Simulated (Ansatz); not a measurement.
CsGeI3 in space group R3m (No. 160; Cs on 3a, Ge on 3a, I on 9b) under volume change, PBEsol (plane waves, PAW; program Ansatz), shape and atoms relaxed at each volume.

```csv
V (Å³/atom),E − E(relaxed) (meV/atom),P (GPa)
36.375,(withheld),(withheld)
37.574,8.7,1.33
38.773,(withheld),(withheld)
39.972,0.0,0.00
41.171,1.6,-0.41
42.370,5.7,-0.69
43.570,11.7,-0.91
```

Complete the blanks.


- 36.375, E − E(relaxed) (meV/atom): 22.2
- 36.375, P (GPa): 2.30
- 38.773, E − E(relaxed) (meV/atom): 1.9
- 38.773, P (GPa): 0.54

What does a third-order Birch–Murnaghan fit give for V₀, B₀ and B′?

V₀ = 39.97 Å³/atom, B₀ = 16.0 GPa, B′ = 9.4.

The first step of the workflow began from a Materials Project structure, measured or hypothetical; the Crystallography Open Database files this formula in space group No. 160, but the cells were not matched. Whether it is the stable phase at ambient conditions was not checked. The PBEsol relaxation kept the symmetry of its start; its stability against distortions is not shown here. Spin–orbit coupling is left out wherever it is not named.

Potentials: the later of the program's two PAW sets.
